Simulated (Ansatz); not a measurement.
SnTe2 in space group R-3m (No. 166; Sn on 3a, Te on 6c) under volume change, LDA (plane waves, PAW; program Ansatz), shape and atoms relaxed at each volume.

| V (Å³/atom) | E − E(relaxed) (meV/atom) | P (GPa) |
|---|---|---|
| 26.902 | 42.6 | 5.64 |
| 27.789 | 17.8 | 3.42 |
| 28.676 | 4.2 | 1.56 |
| 29.563 | 0.0 | 0.00 |
| 30.450 | 3.7 | -1.29 |
| 31.337 | … | … |
| 32.224 | … | … |

Problem. What belongs in the gaps?

Solution. 
- 32.224, E − E(relaxed) (meV/atom): 29.3
- 32.224, P (GPa): -3.17
- 31.337, E − E(relaxed) (meV/atom): 13.9
- 31.337, P (GPa): -2.36

Problem. What does a third-order Birch–Murnaghan fit give for V₀, B₀ and B′?

Solution. V₀ = 29.56 Å³/atom, B₀ = 46.7 GPa, B′ = 5.3.

The cell is a constructed one: a structure type filled with these elements; neither database checked (COD, Materials Project) lists it. Whether it is the stable phase at ambient conditions was not checked. The cell was relaxed with LDA under the symmetry of its start; whether a distortion lowers the energy is not shown. A crystal of weakly bound layers computed without a dispersion correction: the cell and the soft elastic constants depend strongly on that. Spin–orbit coupling is left out wherever it is not named.

Potentials: the earlier of the program's two PAW sets.
